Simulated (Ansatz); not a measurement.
WSi$_{2}$ (MoSi2 type, space group I4/mmm)

```
CELL_PARAMETERS angstrom
     -1.60128     1.60128     3.90784
      1.60128    -1.60128     3.90784
      1.60128     1.60128    -3.90784
ATOMIC_POSITIONS crystal
  W  0.00000 0.00000 0.00000
  Si 0.33453 0.33453 0.00000
  Si 0.66547 0.66547 0.00000
```

The slice is a (100) plane (indices of the conventional cell) through the point (0.000, 0.000, 0.000) (fractional), spanned by u = [101] and v = [110] in vectors of this cell: u (3.20 Å) and v (7.82 Å, at 90° to u). It covers one period; positions are fractions (u, v).

All values below come from PBEsol (plane waves to 420 eV, PAW, scalar-relativistic; Ansatz, a first-principles code). k mesh 20×20×20. Near the nuclei the fields are pseudised (PAW); where an atom keeps semicore shells as valence, they peak there. Spin-orbit coupling is left out, though W is heavy. WSi2 is run without spin polarisation. WSi2 was relaxed with its symmetry unable to fall.

Three fields on this plane, each scaled to ten steps between its own extremes (0 low, 9 high; the total valence density on a logarithmic scale, the potential cut 8 eV below its top; x marks points blanked near nuclei; v = 0 in the bottom row):

Map A
```
|xxxx113311xxx|
|xxxx124421xxx|
|xxx21344312xx|
|x212334433212|
|3344432234443|
|8876421124678|
|xx9741001479x|
|xxxx410014xxx|
|xxxx420024xxx|
|xxxx631136xxx|
|xxxxx5335xxxx|
|xxxx864468xxx|
|xxxx865568xxx|
|xxx87644678xx|
|5666654456666|
|5555544445555|
|5666654456666|
|xxx87644678xx|
|xxxx865568xxx|
|xxxx864468xxx|
|xxxxx5335xxxx|
|xxxx631136xxx|
|xxxx420024xxx|
|xxxx410014xxx|
|xx9741001479x|
|8876421124678|
|3344432234443|
|x212334433212|
|xxx21344312xx|
|xxxx124421xxx|
|xxxx113311xxx|
|xxxxx1331xxxx|
```

Map B
```
|xxxx048840xxx|
|xxxx058850xxx|
|xxx03799730xx|
|x003799997300|
|1257899998752|
|3357999999753|
|xx1579999751x|
|xxxx589985xxx|
|xxxx279972xxx|
|xxxx069960xxx|
|xxxxx7997xxxx|
|xxxx179971xxx|
|xxxx489984xxx|
|xxx37899873xx|
|0147888888741|
|4568888888865|
|0147888888741|
|xxx37899873xx|
|xxxx489984xxx|
|xxxx179971xxx|
|xxxxx7997xxxx|
|xxxx069960xxx|
|xxxx279972xxx|
|xxxx589985xxx|
|xx1579999751x|
|3357999999753|
|1257899998752|
|x003799997300|
|xxx03799730xx|
|xxxx058850xxx|
|xxxx048840xxx|
|xxxxx3773xxxx|
```

Map C
```
|xxxx843348xxx|
|xxxx743347xxx|
|xxx95333359xx|
|x986432234689|
|7654322223456|
|7654311113456|
|xx6431001346x|
|xxxx310013xxx|
|xxxx410014xxx|
|xxxx421124xxx|
|xxxxx3223xxxx|
|xxxx542245xxx|
|xxxx543345xxx|
|xxx65433456xx|
|5555433334555|
|5544433334445|
|5555433334555|
|xxx65433456xx|
|xxxx543345xxx|
|xxxx542245xxx|
|xxxxx3223xxxx|
|xxxx421124xxx|
|xxxx410014xxx|
|xxxx310013xxx|
|xx6431001346x|
|7654311113456|
|7654322223456|
|x986432234689|
|xxx95333359xx|
|xxxx743347xxx|
|xxxx843348xxx|
|xxxxx4334xxxx|
```

**Question.** Assign the maps to these fields: electron localisation function (ELF); valence electron density; electrostatic potential energy of an electron, from the cell's mean.

**Answer.** A is the electron localisation function (ELF); B is the electrostatic potential energy of an electron, from the cell's mean; C is the valence electron density.
